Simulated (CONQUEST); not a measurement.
A self-consistent single point of Se (P3_121, 6 atoms in the cell; from Materials Project mp-14, changed as shown).

```yaml
crystal:
  lattice:
    - [4.53465, 0.00000, 0.00000]
    - [0.00000, 7.85425, 0.00000]
    - [0.00000, 0.00000, 5.01178]
  atoms:
    - { symbol: Se, position: [0.21789, 0.00000, 0.33333] }
    - { symbol: Se, position: [0.89106, 0.10895, 0.66667] }
    - { symbol: Se, position: [0.39105, 0.39105, 0.00000] }
    - { symbol: Se, position: [0.71789, 0.50000, 0.33333] }
    - { symbol: Se, position: [0.39105, 0.60894, 0.66667] }
    - { symbol: Se, position: [0.89106, 0.89106, 0.00000] }
```

Computed with PBE, numerical atomic orbitals double-zeta with polarisation (the shipped basis), PseudoDojo norm-conserving potentials made for PBE in CONQUEST.

CONQUEST settings:

```
key                                             value
---------------------  ------------------------------
basis                                             DZP
Diag.MPMeshX, Y, Z                              5 3 5
potentials             PseudoDojo norm-conserving PBE
Grid.GridCutoff                                140 Ha
DM.SolutionMethod                              diagon
Diag.kT                                   0.000367 Ha
Diag.GammaCentred                                true
minE.SCTolerance                              1.0e-06
SC.MaxIters                                       100
SC.LinearMixingFactor                             0.3
AtomMove.TypeOfRun                             static
```

**Question.** Estimate, at this level of theory: pressure and largest force (vector length).

**Answer.** The run gave:

| Item | Result |
|---|---|
| Pressure | 1.93 GPa |
| Largest force (vector length) | 0.720 eV/Å |

For comparison: a first run was changed to give this one (volume scaled by 1.02), and from it to this one the free energy falls by 9.0 meV/atom, the pressure goes from 3.07 to 1.93 GPa and the largest force goes from 0.938 to 0.720 eV/Å.

The program uses no crystal symmetry, so grid and mesh can part values that symmetry would make equal. The atom-centred basis is finite, which shifts total energies, pressures and forces against plane waves. The structure comes from a collection of computed structures, made at another level of theory; the collection holds predicted forms beside known ones.

Cost on one core: roughly 30 core-seconds.
